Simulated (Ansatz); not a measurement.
KTaO3 (cubic perovskite)

```yaml
crystal:
  lattice:
    - [3.98532, 0.00000, 0.00000]
    - [0.00000, 3.98532, 0.00000]
    - [0.00000, 0.00000, 3.98532]
  atoms:
    - { symbol: K, position: [0.00000, 0.00000, 0.00000] }
    - { symbol: Ta, position: [0.50000, 0.50000, 0.50000] }
    - { symbol: O, position: [0.00000, 0.50000, 0.50000] }
    - { symbol: O, position: [0.50000, 0.50000, 0.00000] }
    - { symbol: O, position: [0.50000, 0.00000, 0.50000] }
```

Grid over V/V₀ and (c/a)/(c/a)₀, subscript 0 meaning the relaxed cell; the conventional c axis lies along z; no internal relaxation.

Calculation: PBEsol (plane waves to 420 eV, PAW, scalar-relativistic; Ansatz, an electronic-structure program). k mesh 8×8×8 (Γ-centred), Fermi-Dirac smearing 0.05 eV. Stress and pressure are positive under compression. KTaO3 is run without spin polarisation. KTaO3 was relaxed with its symmetry unable to fall. Spin-orbit coupling is left out, though Ta is heavy.

At one point of the scan the stress tensor (GPa) is:

```
   20.3      0.0      0.0
    0.0     20.3      0.0
    0.0      0.0     20.3
```

Q: Which point is it?
A) V/V₀ = 0.920, (c/a)/(c/a)₀ = 1.060
B) V/V₀ = 0.960, (c/a)/(c/a)₀ = 1.000
C) V/V₀ = 0.920, (c/a)/(c/a)₀ = 1.000
D) V/V₀ = 0.960, (c/a)/(c/a)₀ = 0.880

A: C, V/V₀ = 0.920, (c/a)/(c/a)₀ = 1.000

(Under strain, the slope of the energy per volume gives the stress and its curvature an elastic modulus.)
